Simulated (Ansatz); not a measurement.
BaTaO3 (cubic perovskite, space group No. 221) under volume change, r²SCAN in the plane-wave PAW code Ansatz, scaled uniformly.

| V (Å³/atom) | E − E(relaxed) (meV/atom) | P (GPa) |
|---|---|---|
| 12.466 | [?] | [?] |
| 12.877 | 33.7 | 13.87 |
| 13.288 | 8.0 | 6.37 |
| 13.699 | 0.0 | 0.01 |
| 14.110 | 7.1 | -5.39 |
| 14.521 | [?] | [?] |
| 14.932 | 57.6 | -13.84 |

**Question.** Some entries are withheld; supply them.

**Answer.** 
- 14.521, E − E(relaxed) (meV/atom): 26.9
- 14.521, P (GPa): -9.96
- 12.466, E − E(relaxed) (meV/atom): 80.3
- 12.466, P (GPa): 22.72

**Question.** What does a third-order Birch–Murnaghan fit give for V₀, B₀ and B′?

**Answer.** V₀ = 13.70 Å³/atom, B₀ = 195 GPa, B′ = 4.5.

Space group Pm-3m (cubic perovskite). The first step of the workflow began from a Materials Project structure, measured or hypothetical; the Crystallography Open Database copy checked does not list it. Its standing as an ambient phase is unchecked. The r²SCAN relaxation kept the symmetry of its start; whether a distortion lowers the energy is not shown. The run is not spin-polarised. Spin–orbit coupling is left out wherever it is not named.

Potentials: the later of the program's two PAW sets.
